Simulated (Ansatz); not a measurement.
# Does relaxation matter for the field gradients of ZnS with Au replacing Zn?

Start: a supercell of ZnS (space group P6_3mc) built from a COD entry (the entry's cell lengths or inner coordinates differ somewhat from later room-temperature determinations), with all atoms left at the host's positions.

Space group P31m (No. 157); a = 6.6026, c = 18.6900 Å, γ = 120.00°.

| site | Wyckoff | site symmetry | x | y | z |
| --- | --- | --- | --- | --- | --- |
| Zn1 | 3c | ..m | 0.6667 | 0.6667 | 0.0000 |
| Zn4 | 3c | ..m | 0.6667 | 0.6667 | 0.5000 |
| Au | 1a | 3.m | 0.0000 | 0.0000 | 0.1667 |
| Zn8 | 2b | 3.. | 0.3333 | 0.6667 | 0.1667 |
| Zn10 | 3c | ..m | 0.0000 | 0.6667 | 0.6667 |
| Zn13 | 3c | ..m | 0.0000 | 0.6667 | 0.3333 |
| Zn16 | 1a | 3.m | 0.0000 | 0.0000 | 0.8333 |
| Zn17 | 2b | 3.. | 0.3333 | 0.6667 | 0.8333 |
| S19 | 3c | ..m | 0.6667 | 0.6667 | 0.1250 |
| S22 | 3c | ..m | 0.6667 | 0.6667 | 0.6250 |
| S25 | 1a | 3.m | 0.0000 | 0.0000 | 0.2917 |
| S26 | 2b | 3.. | 0.3333 | 0.6667 | 0.2917 |
| S28 | 3c | ..m | 0.0000 | 0.6667 | 0.7917 |
| S31 | 3c | ..m | 0.0000 | 0.6667 | 0.4583 |
| S34 | 1a | 3.m | 0.0000 | 0.0000 | 0.9583 |
| S35 | 2b | 3.. | 0.3333 | 0.6667 | 0.9583 |

One atom of each set is listed.

Computed with Ansatz: DFT, PBE, plane waves and PAW, scalar-relativistic, 420 eV cutoff, Γ-centred 3×3×1 k-points, Fermi–Dirac smearing 0.01 eV, cell charge +1.

The largest force at the start is 1.1 eV/Å. Relaxing the ions at fixed cell moves them by 0.104 Å at most (atom 25, S) and 0.037 Å rms.

| site | moved (Å) | first shell before | first shell after | V_zz before (10²¹ V/m²) | η before |
| --- | --- | --- | --- | --- | --- |
| Zn1 | 0.047 | 4 S at 2.33–2.34 Å | 4 S at 2.32–2.36 Å | 1.03 | 0.21 |
| Au | 0.017 | 4 S at 2.33–2.34 Å | 4 S at 2.42–2.43 Å | 8.18 | 0.00 |
| Zn13 | 0.034 | 4 S at 2.33–2.34 Å | 4 S at 2.32–2.33 Å | 0.49 | 0.29 |
| Zn17 | 0.033 | 4 S at 2.33–2.34 Å | 4 S at 2.33–2.35 Å | 0.70 | 0.00 |
| S19 | 0.087 | 3 Zn at 2.33–2.34 Å, 1 Au at 2.33 Å | 3 Zn at 2.31–2.36 Å, 1 Au at 2.43 Å | 2.32 | 0.47 |
| S25 | 0.104 | 3 Zn at 2.33 Å, 1 Au at 2.34 Å | 3 Zn at 2.33 Å, 1 Au at 2.42 Å | 5.85 | 0.00 |
| S28 | 0.005 | 4 Zn at 2.33–2.34 Å | 4 Zn at 2.33 Å | 0.70 | 0.05 |
| S31 | 0.014 | 4 Zn at 2.33–2.34 Å | 4 Zn at 2.32–2.34 Å | 1.91 | 0.02 |
| S34 | 0.004 | 4 Zn at 2.33–2.34 Å | 4 Zn at 2.33–2.35 Å | 0.23 | 0.00 |
| S35 | 0.021 | 4 Zn at 2.33–2.34 Å | 4 Zn at 2.32–2.35 Å | 0.98 | 0.00 |

Problem. What are V_zz and η after the relaxation?

Solution. 

| site | V_zz after | η after | change of V_zz |
| --- | --- | --- | --- |
| Zn1 | 1.65 | 0.09 | +0.62 |
| Au | 7.40 | 0.00 | -0.78 |
| Zn13 | 0.66 | 0.45 | +0.17 |
| Zn17 | 1.11 | 0.00 | +0.41 |
| S19 | 2.24 | 0.40 | -0.08 |
| S25 | 5.94 | 0.00 | +0.09 |
| S28 | 0.53 | 0.12 | -0.17 |
| S31 | 1.78 | 0.05 | -0.13 |
| S34 | -0.12 | 0.00 | -0.35 |
| S35 | 0.72 | 0.00 | -0.26 |

The largest change of V_zz is on Au, from 8.18 to 7.40. In per cent, |V_zz| changes by -9 on Au, -3 to +2 on S (all sites that start above 2). On Zn13 V_xx and V_yy change places (or their axes turn by over 50°), so the two values of η hide a larger change. V_zz changes sign on S34 (same axis). The table leaves out 6 of the 16 sites, with |V_zz| up to 1.25; their tensors move by 0.20 at most along any direction. The statements above cover all sites. The host's own positions weren't relaxed first, so part of the change far from the defect can be the host's relaxation.

The run isn't spin-polarised, and a state with spin may lie lower. The defect repeats with the cell of 36 atoms, so it feels its images: sites between two images don't show the values beside a lone defect, and zeros or small values of η there can come from the images' arrangement. S and Zn carry a gradient in the pure host already, so the values there aren't the defect's effect alone. A uniform background compensates the cell's charge. The defect cell has no gap above 0.1 eV on its mesh, so the values can hang on the smearing and the k-mesh. Spin–orbit coupling is left out, which shifts gradients on Au by a few per cent in wide-gap crystals, and can shift them far more where the calculated gap is small or absent, as here.
Before: The neighbours have not yet relaxed around the defect (largest force 1.1 eV/Å), so a real crystal will differ.
After: The relaxation keeps the site symmetry 3m of the start, so the impurity can move only along its axis; a distortion that would localise the partly filled state isn't explored.
